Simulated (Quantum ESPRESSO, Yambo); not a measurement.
# Levels of theory for the gap of MgH₂

MgH2 (space group Pbcn, No. 60): one geometry, one set of PBEsol (Quantum ESPRESSO, PseudoDojo norm-conserving, 84 Ry, no spin-orbit coupling) orbitals, self-energies from Yambo (4×2×2 Γ-centred k mesh, bands 17 to 173 and a 7 Ry block in the screening, 173 bands in G with the Bruneval-Gonze terminator, plasmon pole fitted at 27.2 eV).

The geometry is that of Materials Project entry mp-23711, symmetrised and not relaxed again.

```csv
level,gap Γ → Γ (eV),rough Yambo cost
PBEsol (Quantum ESPRESSO),3.53,–
exchange only (Hartree-Fock self-energy on PBEsol orbitals),11.23,about 1/8 (14 states)
static COHSEX@PBEsol,6.48,about 1/2 (2 states)
"G0W0@PBEsol, plasmon pole",5.53,1 (14 states)
"G0W0@PBEsol, multipole fit to 8 frequencies, no terminator",5.51,within a factor of two (2 states)
"G0W0@PBEsol, plasmon pole, no terminator",5.51,"about 1/9 (2 states, screening reused)"
```

Bare exchange has no screening and gives the widest gap; static COHSEX screens it but leaves out the frequency dependence, which G0W0 restores. The mesh misses a band edge: along a dense path the PBEsol gap is 3.41 eV against 3.53 eV on the mesh.

Costs are rough ratios of core time on shared machines.

Nearest settings tried, and what they do to the gap: 113 bands in W, 113 bands in G: -28 meV; 6 Ry block (201 vectors against 261): -49 meV; 2×2×2 mesh: -20 meV. So the settings aren't converged at that level.

The structure is a Materials Project entry; no match was found in the copy of COD used, and its stability was not checked.
